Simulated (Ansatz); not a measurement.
Input:

Relaxed CdS (wurtzite):

```
CELL_PARAMETERS angstrom
      4.19618     0.00000     0.00000
     -2.09809     3.63400     0.00000
      0.00000     0.00000     6.82953
ATOMIC_POSITIONS crystal
  Cd 0.33333 0.66667 0.99917
  Cd 0.66667 0.33333 0.49917
  S  0.33333 0.66667 0.37563
  S  0.66667 0.33333 0.87563
```

In each cell atom 2 (Cd, nearest neighbour S at 2.565 Å; its periodic images, 4.2 Å or more away, move with it) moves by s·(-0.818, 0.472, -0.329) (towards the nearest neighbour), the rest being held.

Method: PBE (plane waves to 420 eV, PAW, scalar-relativistic; Ansatz, a program for electronic structure). k mesh 7×7×4 (Γ-centred), Fermi-Dirac smearing 0.05 eV. E stands for the smeared free energy. CdS was relaxed with its symmetry unable to fall. The zero of ΔE is the undisplaced structure.

The scan covers s from -0.260 to 0.260 Å in 11 points.

**Question.** Is the energy the same for displacements of ±0.260 Å, and if not, which side lies higher?

**Answer.** Not even: the positive side lies higher at ±0.260 Å. With its periodic images moving along, the atom's site symmetry in this cell is 3m..

**Question.** What is the energy change at s = 0.260 Å?

**Answer.** 222.4 meV/cell.

**Question.** What force acts on the atom along the line at s = -0.260 Å?

**Answer.** 0.669 eV/Å.

**Question.** What is the force constant k = d²E/ds² of this move at s = 0?

**Answer.** 4.46 eV/Å².

(A displaced cell: forces are minus the slopes of the energy, force constants its curvatures, and phonons follow from these.)
